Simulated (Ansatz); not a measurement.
CaAl2Sb2, a known structure type with other elements, at an estimated volume

```
Ca Al Sb
1.0
     4.49868    0.00000    0.00000
    -2.24934    3.89598    0.00000
     0.00000    0.00000    7.73143
Ca Al Sb
1 2 2
Cartesian
  0.0000 0.0000 0.0000
  -0.0002 2.5974 4.8654
  2.2496 1.2985 2.8660
  -0.0002 2.5974 2.0270
  2.2496 1.2985 5.7045
```

The numbers come from plane-wave PAW DFT (Ansatz): PBE, no spin polarisation, 420 eV, 9×9×5 Γ-centred k points, fermi-dirac occupations (width 0.1 eV). Nothing was relaxed.

Q: Is there a gap?

A: It is a metal, with about 2.6 states/eV a cell as the mean within 0.25 eV of the Fermi level.

Q: What is the formation energy?

A: -0.18 eV an atom against the elements' usual phases (free molecules for gases, crystals otherwise, with no correction for O₂ or N₂), so it is bound against them; other compounds may still compete. Relaxing would lower it.

Q: Is the cell too large or too small?

A: The pressure is 2.1 GPa (compression positive), so with the atoms held at these fractions the cell would first expand. The principal stresses -1.2, 3.7, 3.7 GPa differ, so its shape would change too.

Q: Which atom feels the largest force, and which way?

A: The largest is on Sb5 (and as large on other atoms): 0.11 eV/Å, components (0.00, 0.00, 0.11). It makes 108° with the line to a nearest neighbour, Al2 at 2.73 Å.

Origin: a known structure type with other elements, at an estimated volume, so it need not be a known compound.
